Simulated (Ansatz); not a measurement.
AlFe (CsCl type)

```xyz
2
Lattice="2.8747 0.0000 0.0000 0.0000 2.8747 0.0000 0.0000 0.0000 2.8747" Properties=species:S:1:pos:R:3 pbc="T T T"
Al     0.0000     0.0000     0.0000
Fe     1.4374     1.4374     1.4374
```

In this cell atom 2 (Fe, nearest neighbour Al at 2.490 Å; its periodic images, 2.9 Å or more away, move with it) is moved by u·(1.000, 0.000, 0.000) + v·(0.000, 0.000, 1.000); the rest is frozen.

Computed with PBE (plane waves to 420 eV, PAW, scalar-relativistic; Ansatz, a first-principles code). k mesh 13×13×13 (Γ-centred), Fermi-Dirac smearing 0.05 eV. With partly filled bands, energies and forces of such displacements shift with the k mesh and the smearing. Fu and Fv are the components of the force on the atom. AlFe was relaxed with its symmetry unable to fall. Relaxed AlFe ends ferromagnetic. Other magnetic orders were not checked, so this need not be the ground state. 

```json
[
 {"Fv (eV/Å)": "v = -0.370", "u = -0.370": "(withheld)", "u = -0.185": "(withheld)", "u = 0.000": "2.78", "u = 0.185": "(withheld)", "u = 0.370": "(withheld)"},
 {"Fv (eV/Å)": "v = -0.185", "u = -0.370": "1.99", "u = -0.185": "1.59", "u = 0.000": "1.45", "u = 0.185": "1.59", "u = 0.370": "1.99"},
 {"Fv (eV/Å)": "v = 0.000", "u = -0.370": "0.00", "u = -0.185": "0.00", "u = 0.000": "0.00", "u = 0.185": "0.00", "u = 0.370": "0.00"},
 {"Fv (eV/Å)": "v = 0.185", "u = -0.370": "-1.99", "u = -0.185": "-1.59", "u = 0.000": "-1.45", "u = 0.185": "-1.59", "u = 0.370": "-1.99"},
 {"Fv (eV/Å)": "v = 0.370", "u = -0.370": "(withheld)", "u = -0.185": "(withheld)", "u = 0.000": "-2.78", "u = 0.185": "(withheld)", "u = 0.370": "(withheld)"}
]
```

**Question.** Complete the blanks.

**Answer.** 
- v = -0.370, u = -0.370: 3.86
- v = -0.370, u = -0.185: 3.05
- v = -0.370, u = 0.185: 3.05
- v = -0.370, u = 0.370: 3.86
- v = 0.370, u = -0.370: -3.86
- v = 0.370, u = -0.185: -3.05
- v = 0.370, u = 0.185: -3.05
- v = 0.370, u = 0.370: -3.86

(A displaced cell: forces are minus the slopes of the energy, force constants its curvatures, and phonons follow from these.)
